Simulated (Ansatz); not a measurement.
TiAl3:
```cif
data_Al3Ti
_chemical_formula_sum 'Ti1 Al3'
_space_group_name_H-M_alt 'P 1'
_space_group_IT_number 1
_cell_length_a 3.95517
_cell_length_b 3.95517
_cell_length_c 3.95517
_cell_angle_alpha 90.000
_cell_angle_beta 90.000
_cell_angle_gamma 90.000
loop_
_space_group_symop_operation_xyz
  'x, y, z'
loop_
_atom_site_label
_atom_site_type_symbol
_atom_site_fract_x
_atom_site_fract_y
_atom_site_fract_z
_atom_site_occupancy
Ti1 Ti 0.00000 0.00000 0.00000 1
Al1 Al 0.50000 0.50000 0.00000 1
Al2 Al 0.00000 0.50000 0.50000 1
Al3 Al 0.50000 0.00000 0.50000 1
```

Relaxed with r²SCAN.

Problem. Tabulate the valence density and the electron localisation function along the shortest Ti–Al contact (2.80 Å), r²SCAN (plane waves, PAW; program Ansatz).

Solution. 

```
distance from Ti (Å)  density (e/Å³)   ELF
--------------------  --------------  ----
0.28                            9.72  0.68
0.42                            7.02  0.74
0.56                            4.16  0.73
0.70                            1.99  0.63
0.84                            0.85  0.39
0.98                            0.42  0.18
1.12                            0.27  0.13
1.26                            0.22  0.20
1.40                            0.21  0.36
1.54                            0.22  0.50
1.68                            0.23  0.57
1.82                            0.23  0.56
1.96                            0.21  0.45
2.10                            0.17  0.26
2.24                            0.12  0.08
2.38                            0.08  0.02
2.52                            0.06  0.03
```

The density is the valence pseudo-density with augmentation charge, so density and ELF within about 1 Å of a nucleus are not all-electron values.

Space group Pm-3m (Cu3Au type). The first step of the workflow began from a Materials Project structure, measured or hypothetical; the Crystallography Open Database copy checked does not list it. With Ti and Al taken as one species the cell has the higher symmetry Fm-3m, so it may be an ordered model of a mixed-site phase. Whether it is the stable phase at ambient conditions was not checked. The r²SCAN relaxation kept the symmetry of its start; of distortions, only those at the zone centre were tested. The run is not spin-polarised.

Potentials: the earlier of the program's two PAW sets.
